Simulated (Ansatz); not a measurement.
Method: DFT PBE, scalar-relativistic, plane waves, PAW in Ansatz. All cells share a 420 eV cutoff and Γ-centred k meshes spaced about 0.3 Å⁻¹ or finer (0.25 for metals, 2π included). No spin polarisation in the final relaxations.

Temperature and zero-point effects are left out. All come from trial cells, and lower structures may exist.

Problem. Order these relaxed structures of Nb2PtSe5 by energy, lowest first, with the energy over the lowest of them.
A.

```
Nb Pt Se
1.0
     6.54694   -1.71855    0.00000
     6.54694    1.71855    0.00000
    -3.92914    0.00000   15.56991
Nb Pt Se
4 2 10
Direct
  0.85890 0.85890 0.62715
  0.14110 0.14110 0.37285
  0.56921 0.56921 0.17811
  0.43079 0.43079 0.82189
  0.00000 0.00000 0.50000
  0.00000 0.00000 0.00000
  0.35433 0.35433 0.49232
  0.64567 0.64567 0.50768
  0.25793 0.25793 0.70035
  0.74207 0.74207 0.29965
  0.49100 0.49100 0.31189
  0.08177 0.08177 0.87722
  0.91823 0.91823 0.12278
  0.82856 0.82856 0.89363
  0.17144 0.17144 0.10637
  0.50900 0.50900 0.68811
```

B.

```
Nb Pt Se
1.0
     3.52677    0.00000    0.00000
    -1.76339    3.05427    0.00000
     0.00000    0.00000   16.99185
Nb Pt Se
2 1 5
Direct
  0.33333 0.66667 0.10134
  0.33333 0.66667 0.49074
  0.00000 0.00000 0.73816
  0.00000 0.00000 0.00346
  0.00000 0.00000 0.19840
  0.33333 0.66667 0.81115
  0.66667 0.33333 0.59059
  0.66667 0.33333 0.39517
```

Solution. A (0 meV/atom), B (145 meV/atom). Forms: A C2/m; B P3m1. Counting Se atoms around Nb and Pt (those within 1.25 times the shortest such distance or 1.15 times the sum of covalent radii, 1.27 where that leaves under three; a slash parts the counts of unlike sites): A has Nb 6/7, Pt 4; B has Nb 6, Pt 3.

No dispersion correction is applied, so the spacing and binding between layers, chains or molecules are poorly described (P3m1), and this can change margins and order among such cells. Spin–orbit coupling, which can matter for Pt, is left out. Cells relaxed within their symmetry can be saddle points. Some types were kept out of the candidates beforehand, so the set may lack a known form.
